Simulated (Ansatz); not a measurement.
Theory: DFT PBE, scalar-relativistic, plane waves, PAW (Ansatz). Settings: cutoff 420 eV, Γ-centred meshes spaced at most about 0.3 Å⁻¹, and about 0.25 Å⁻¹ or finer for metals (2π included), Gaussian smearing. Collinear spin in cells that started with moments and kept them past the coarse steps, no spin elsewhere.

All energies are static (0 K, no zero-point motion).

Two forms of La₂TaO₂ were relaxed alike.

A. (site moments La 0.2 μB)

```xyz
5
Lattice="4.5054 0.0000 0.0000 0.0000 4.5054 0.0000 0.0000 0.0000 6.9624" Properties=species:S:1:pos:R:3 pbc="T T T"
La    2.2527    2.2527    0.0000
La    2.2527    2.2527    3.4812
Ta    0.0000    0.0000    0.0000
O     0.0000    2.2527    0.0000
O     2.2527    0.0000    0.0000
```

B. (no spin)

```xyz
5
Lattice="3.9748 0.0000 0.0000 -1.9874 3.4423 0.0000 0.0000 0.0000 8.9196" Properties=species:S:1:pos:R:3 pbc="T T T"
La    0.0000    2.2948    7.0316
La    1.9874    1.1474    1.8880
Ta    0.0000    0.0000    4.4598
O     0.0000    0.0000    6.4869
O     0.0000    0.0000    2.4327
```

Question: Which would you expect to be lower, and how large is the difference?

Answer: B is lower, by 0.86 eV/atom. A has space group P4/mmm (No. 123), 28.3 Å³/atom and no gap on its mesh; B has space group P-3m1 (No. 164), 24.4 Å³/atom and no gap. Counting O atoms around La and Ta (those within 1.25 times the shortest such distance or 1.15 times the sum of covalent radii, 1.27 where that leaves under three; the shortest distance is added where it exceeds 1.18 times the sum of covalent radii; a slash parts the counts of unlike sites), A has La 4/8 from 4.1 Å, Ta 4 and B has La 3, Ta 2. Their magnetic states differ too. The denser one is the lower, and pressure would at first widen the difference. Both come from invented guesses.

Spin–orbit coupling, which can matter for Ta, is left out. In P-3m1 an odd number of electrons in the primitive cell allows no gap without spin; a larger cell or a magnetic state could open one. Another magnetic order may lie lower. Cells relaxed within their symmetry can be saddle points.
